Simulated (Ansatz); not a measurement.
MoRu (L1₀ or tetragonal B2, P4/mmm), DFT-r²SCAN in the program Ansatz with PAW potentials, all energies at zero smearing, with the estimated change up to a 700 eV cutoff added, with one set of potentials and settings (totals compare only within such a set). Cell of 2 atoms (1 Ru, 1 Mo): -10858.212 eV.

```
element                reference phase  E (eV/atom)
-------  -----------------------------  -----------
Ru       P6_3/mmc, 2 atoms in the cell   -5890.7404
Mo          Im-3m, 1 atoms in the cell   -4967.6249
```

Formation energy per atom, worked out: (-10858.212 − 1×(-5890.7404) − 1×(-4967.6249))/2 = 0.077 eV/atom (7 kJ per mol of atoms), at 0 K, without zero-point energy or fitted corrections.

The start of the workflow was typed in or built on a structure type; neither database checked (COD, Materials Project) lists it. Whether it is the stable phase at ambient conditions was not checked. Symmetry was held in the r²SCAN relaxation; whether a distortion lowers the energy is not shown. No spin polarisation was allowed. The references are the lowest solids computed at this level, not always the standard phases.

Potentials: the earlier of the program's two PAW sets.
